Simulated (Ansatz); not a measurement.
ZrC:
```
ZrC
1.0
    4.57418     0.00000     0.00000
    0.00000     4.57418     0.00000
    0.00000     0.00000     4.57418
Zr C
3 3
Direct
  0.00000   0.50000   0.50000
  0.50000   0.00000   0.50000
  0.50000   0.50000   0.00000
  0.50000   0.00000   0.00000
  0.00000   0.50000   0.00000
  0.00000   0.00000   0.50000
```

Relaxed with PBEsol. Special points in fractions of this cell's reciprocal vectors: Γ (0.000, 0.000, 0.000); X (0.000, 0.500, 0.000); M (0.500, 0.500, 0.000); R (0.500, 0.500, 0.500).

Task: List the band energies nearest the Fermi level at these points for the program Ansatz at the PBEsol with spin–orbit coupling level (PAW).

Result: In eV from the Fermi level; about four levels below and three above (degenerate sets whole), none deeper than 8.9 eV; points with the same levels are listed once.

| k | below | above |
|---|---|---|
| Γ | -0.95 -0.95 -0.94 -0.94 -0.94 -0.94 | 0.51 0.51 0.51 0.51 |
| X | -0.27 -0.27 -0.19 -0.19 | 0.03 0.03 0.08 0.08 |
| M | -0.68 -0.68 -0.02 -0.02 | 0.81 0.81 0.87 0.87 |
| R | -3.11 -3.11 -3.11 -3.11 -3.09 -3.09 | 0.29 0.29 0.29 0.29 |

Space group Pm-3m. The start of the workflow was typed in or built on a structure type; neither database checked (COD, Materials Project) lists it. It is not the phase usual at ambient conditions (space group No. 225). The cell was relaxed with PBEsol under the symmetry of its start. At this level the phase is dynamically unstable (imaginary phonons). The run is not spin-polarised. Its formation energy is positive at this level, so the cell may be metastable or incomplete.

Potentials: the earlier of the program's two PAW sets. The files were generated under PBE; for other functionals the program regenerates the frozen cores, and for LDA and PBEsol the local potential too.
